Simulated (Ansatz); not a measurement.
SiNi$_{2}$:
```cif
data_Ni4Si2
_chemical_formula_sum 'Si2 Ni4'
_space_group_name_H-M_alt 'P63/mmc'
_space_group_IT_number 194
_space_group_name_Hall '-P 6c 2c'
_cell_length_a 3.86955
_cell_length_b 3.86955
_cell_length_c 4.92655
_cell_angle_alpha 90.000
_cell_angle_beta 90.000
_cell_angle_gamma 120.000
loop_
_atom_site_label
_atom_site_type_symbol
_atom_site_symmetry_multiplicity
_atom_site_Wyckoff_symbol
_atom_site_fract_x
_atom_site_fract_y
_atom_site_fract_z
_atom_site_occupancy
Si1 Si 2 d 0.66667 0.33333 0.25000 1
Ni1 Ni 2 c 0.33333 0.66667 0.25000 1
Ni2 Ni 2 a 0.00000 0.00000 0.00000 1
```

Relaxed at zero pressure with the program Ansatz at the r²SCAN level (PAW).

### Question
The volume is lowered by 9 % and shape and atoms relax at that volume. What pressure results, and how do the axes share the change?

### Answer
26.5 GPa; a -2.8 %, b -2.8 %, c -3.8 %; the energy rises by 73 meV/atom.

### Question
Give the new structure.

### Answer

Space group P6₃/mmc (No. 194); a = b = 3.7630 Å, c = 4.7407 Å, α = β = 90.00°, γ = 120.00°

```json
[
 {"atom": "Si", "site": "2d", "symmetry": "-6m2", "x": "0.6667", "y": "0.3333", "z": "0.2500"},
 {"atom": "Ni", "site": "2c", "symmetry": "-6m2", "x": "0.3333", "y": "0.6667", "z": "0.2500"},
 {"atom": "Ni", "site": "2a", "symmetry": "-3m.", "x": "0.0000", "y": "0.0000", "z": "0.0000"}
]
```

The phase is kept; no other phase was compared at this pressure.

Space group P6_3/mmc. The first step of the workflow began from a Materials Project structure, measured or hypothetical; the Crystallography Open Database files this formula in space group No. 194, but the cells were not matched. Whether it is the stable phase at ambient conditions was not checked. The r²SCAN relaxation kept the symmetry of its start; whether a distortion lowers the energy is not shown. The run is not spin-polarised.

Potentials: the later of the program's two PAW sets.
